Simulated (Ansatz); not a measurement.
Bulk crystal (TiN) after relaxation:

```
Ti N
1.0
     0.00000    2.10197    2.10197
     2.10197    0.00000    2.10197
     2.10197    2.10197    0.00000
Ti N
1 1
Direct
  0.00000 0.00000 0.00000
  0.50000 0.50000 0.50000
```

Miller indices refer to the conventional cell of Fm-3m (No. 225), a = 4.204 Å, b = 4.204 Å, c = 4.204 Å, α = 90.00°, β = 90.00°, γ = 90.00°.

The (110) slab of 8 planes, 10.4 Å thick with 15 Å of vacuum as cut; outer planes TiN (top) and TiN (bottom).

Method: DFT PBEsol, scalar-relativistic, plane waves, PAW (Ansatz 0.2.0). Plane waves to 420 eV, a k mesh through Γ of 12×8×1 on the computed 16-atom cell and Gaussian smearing (0.10 eV); no spin polarisation. The cell repeats along c with a dipole correction in the vacuum.

With the atoms at the bulk's places:

```
Surface energy (mean of both faces) : 3.42 J/m²
Work function                       : 3.17 eV
```

Question: What changes when all atoms relax within this surface cell and its symmetry?

Answer: The energy falls by 0.419 J/m² a face, and the largest move is 0.18 Å.

* Surface energy (mean of both faces): 3.00 J/m²
* Work function: 3.22 eV

| plane (bottom to top) | atoms | spacing to next, bulk (Å) | relaxed (Å) | change (%) | rumpling (Å) |
| --- | --- | --- | --- | --- | --- |
| 1 | TiN | 1.486 | 1.325 | -10.8 | 0.150 |
| 2 | TiN | 1.486 | 1.553 | +4.5 | 0.074 |
| 3 | TiN | 1.486 | 1.479 | -0.5 | 0.002 |
| 4 | TiN | 1.486 | 1.477 | -0.6 | 0.003 |
| 5 | TiN | 1.486 | 1.479 | -0.5 | 0.003 |
| 6 | TiN | 1.486 | 1.553 | +4.5 | 0.002 |
| 7 | TiN | 1.486 | 1.325 | -10.8 | 0.074 |
| 8 | TiN |  |  |  | 0.150 |

Spin polarisation was left out, and a magnetic state may lie lower.